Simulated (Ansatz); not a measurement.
Values for one crystal, relaxed and computed with PBE in the plane-wave PAW code Ansatz; other levels are named.

| Item | Result |
|---|---|
| Volume per atom | 10.20 Å³ |
| Electronic character | metallic (no gap) |
| Bulk modulus (Birch–Murnaghan fit) | 216 GPa |
| Pressure derivative B′ | 4.2 |
| Formation energy from the elements (no fitted shifts) | -0.65 eV/atom |
| Density of states at the Fermi level | 0.49 states/eV per atom (mean over ±0.08 eV) |

Which compound is it?
(A) HfBN, P-6m2 (Hf on 1a, B on 1d, N on 1f)
(B) SiNi, Pnma (Si on 4c, Ni on 4c)
(C) V2SiB2, P-6m2 (V on 2h, Si on 1a, B on 1b, B on 1f)
(D) Co2Si, P4/nmm (Co on 2a, Co on 2c, Si on 2c)

C, V2SiB2, P-6m2 (V on 2h, Si on 1a, B on 1b, B on 1f)

The start of the workflow was typed in or built on a structure type; neither database checked (COD, Materials Project) lists it. Its standing as an ambient phase is unchecked. The PBE relaxation kept the symmetry of its start; whether a distortion lowers the energy is not shown. The workflow began spin-polarised and lost its moments. The references are the lowest solids computed at this level, not always the standard phases.

Potentials: the earlier of the program's two PAW sets.
